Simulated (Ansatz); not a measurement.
Here is the system:

AlZnNO:
```yaml
crystal:
  lattice:
    - [3.13506, 0.00000, 0.00000]
    - [-1.56753, 2.71504, 0.00000]
    - [0.00000, 0.00000, 5.15068]
  atoms:
    - { symbol: Al, position: [0.33333, 0.66667, 0.50422] }
    - { symbol: Zn, position: [0.66667, 0.33333, 0.98770] }
    - { symbol: O, position: [0.33333, 0.66667, 0.15216] }
    - { symbol: N, position: [0.66667, 0.33333, 0.60592] }
```

This is the r²SCAN-relaxed structure. Tensor components refer to the Cartesian frame of this cell.

**Question.** All from r²SCAN in the plane-wave PAW code Ansatz, unless another level is named. Estimate the band gap.

**Answer.** 2.83 eV (direct).

**Question.** Give the HSE06 gap on the r²SCAN cell.

**Answer.** 3.83 eV.

**Question.** What about the formation energy from the elements (no fitted shifts)?

**Answer.** -1.67 eV/atom.

**Question.** What about the electron effective mass?

**Answer.** 0.24, 0.30, 0.30 mₑ (principal values).

**Question.** Predict the hole effective mass, band 2 of 2 at the edge.

**Answer.** 0.31 along x, 3.7 along z (mₑ).

**Question.** And the valence-band maximum?

**Answer.** at Γ.

Space group P3m1. The start of the workflow was typed in or built on a structure type; neither database checked (COD, Materials Project) lists it. Whether it is the stable phase at ambient conditions was not checked. The cell was relaxed with r²SCAN under the symmetry of its start; whether a distortion lowers the energy is not shown. The references are the lowest solids computed at this level, not always the standard phases (solids in place of the gases).

Potentials: the earlier of the program's two PAW sets.
